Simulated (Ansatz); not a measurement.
## From three elastic constants to directional properties of Cs2AgBiBr6

Computed with DFT PBE, scalar-relativistic, plane waves, PAW in Ansatz. Cutoff 420 eV, 4×4×4 k-points (Γ-centred), fixed occupations. No spin polarisation.

Relaxed structure:
```cif
data_structure
_symmetry_space_group_name_H-M 'Fm-3m'
_symmetry_Int_Tables_number 225
_cell_length_a 11.4779
_cell_length_b 11.4779
_cell_length_c 11.4779
_cell_angle_alpha 90.000
_cell_angle_beta 90.000
_cell_angle_gamma 90.000
_cell_volume 1512.14
loop_
_atom_site_label
_atom_site_type_symbol
_atom_site_symmetry_multiplicity
_atom_site_Wyckoff_symbol
_atom_site_fract_x
_atom_site_fract_y
_atom_site_fract_z
_atom_site_occupancy
Cs1 Cs 8 c 0.25000 0.75000 0.75000 1
Ag1 Ag 4 b 0.50000 0.00000 0.00000 1
Bi1 Bi 4 a 0.00000 0.00000 0.00000 1
Br1 Br 24 e 0.50000 0.75135 0.00000 1
```

Spin–orbit coupling is left out, which can shift energies with elements as heavy as these.

With ions relaxed, on the cubic axes: C11 = 31.3, C12 = 15.2, C44 = 6.6 GPa. The density is 4.665 g/cm³. Zone-centre modes weren't checked beside this run.

Question: Is the crystal stable against strain, and how anisotropic is it?

Answer: Born's conditions hold: C11 + 2C12 = 61.7, C11 − C12 = 16.2 and C44 = 6.6 GPa are all positive. B = (C11 + 2C12)/3 = 20.6 GPa. The two shear moduli are C44 and C′ = (C11 − C12)/2 = 8.1 GPa, so Zener's ratio is A = C44/C′ = 0.81: the shear C44 is the soft one, as in NaCl, KCl, the halide perovskites and the bcc metals V, Nb, Cr and Mo. The Cauchy pressure C12 − C44 is 8.6 GPa; it would vanish for pair forces between atoms on inversion centres at zero pressure, and a positive value is usual with metallic or many-body binding, and where atoms off inversion centres relax under shear, which lowers C44.

Question: Give the sound speeds along the three symmetry directions.

Answer: The Christoffel equation gives ρv² for each branch:
```csv
direction,branch,ρv²,GPa,v (m/s)
[100],L,C11,31.3,2591
[100],T (×2),C44,6.6,1188
[110],L,(C11 + C12 + 2C44)/2,29.8,2529
[110],"T, u ∥ [001]",C44,6.6,1188
[110],"T, u ∥ [1-10]",(C11 − C12)/2,8.1,1316
[111],L,(C11 + 2C12 + 4C44)/3,29.3,2507
[111],T (×2),(C11 − C12 + C44)/3,7.6,1275
```

Question: How does Young's modulus depend on direction?

Answer: Inverting gives S11 = 46.659, S12 = -15.222, S44 = 151.976 TPa⁻¹. Along a unit vector (l, m, n), 1/E = S11 − 2(S11 − S12 − S44/2)(l²m² + m²n² + n²l²), where the last bracket is 0, 1/4 and 1/3 for [100], [110] and [111]: E = 21, 19 and 18 GPa. With A < 1 the cube edge is stiffest. For a film on (001), the biaxial modulus is C11 + C12 − 2C12²/C11 = 32 GPa and the normal strain is −2C12/C11 = -0.97 times the in-plane one.

Cost: 1 run of about 6.2 core-minutes, on Oxide Virtual Turin-like Processor (Zen 5) (shared hosts).